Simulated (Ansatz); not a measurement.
# SnSe2 (CdI2 type): gap against strain (epitaxial in the xy plane)

SnSe2 (CdI2 type), relaxed with r2SCAN+rVV10 in Ansatz, then strained (epitaxial in the xy plane; changes of length per length, axes as in the cell below) with the atoms relaxed again within the symmetry that is left. The symmetry is P-3m1 (No. 164, trigonal); conventional cell a = 3.825 Å, c = 6.227 Å, 26.30 Å³ an atom. Sn has 6 Se at 2.71 Å; Se has 3 Sn at 2.71 Å. Spin-unpolarised throughout; all numbers are computed.

```
Sn Se
1.0
     3.82515    0.00000    0.00000
    -1.91257    3.31268    0.00000
     0.00000    0.00000    6.22708
Sn Se
1 2
Direct
  0.00000 0.00000 0.00000
  0.33333 0.66667 0.25308
  0.66667 0.33333 0.74692
```

Gaps are the least over each mesh (PBE 12×12×4, r2SCAN 12×12×4, HSE06 6×6×4 when unstrained) and the special points, which keep their unstrained names.

```
strain (%)  free normal strain (%)         gap, PBE (eV)  gap, r2SCAN (eV)  gap, HSE06 (eV)                            edges, HSE06
      -0.5                   +0.53                 0.619             0.912            1.253  (0, 0.148, -0.143) → (0, 0.461, 0.349)
       0.0                    0.00                 0.669             0.956            1.337            Γ–K (0.25) → (1/2, 0, 0.350)
      +5.0                   -5.46  none (overlap 0.010)             0.234            0.549                          Γ–K (0.12) → Γ
```

Q: Estimate the row for a strain of -2.0 %.

A:
```
strain (%)  free normal strain (%)  gap, PBE (eV)  gap, r2SCAN (eV)  gap, HSE06 (eV)                            edges, HSE06
      -2.0                   +1.81          0.530             0.827            1.167  (0, 0.130, -0.161) → (0, 0.469, 0.370)
```

Between zero and the nearest strains the slope of the HSE06 gap against strain is +0.167 eV per percent for negative and -0.158 for positive strain; it falls either way, as happens when edge states split or other valleys take over. The PBE gap closes between 0.0 and +5.0 %.

No spin-orbit coupling is included; it can move band edges with weight on the heavy atoms by tenths of an eV.

Where an edge lies off the special points, it is a point of the mesh or the k point where a search put PBE's edge or least direct gap, reused for the other functionals, whose own edges may lie a little apart.

The meshes of the hybrids are coarse, so their gaps aren't converged to the digits shown.
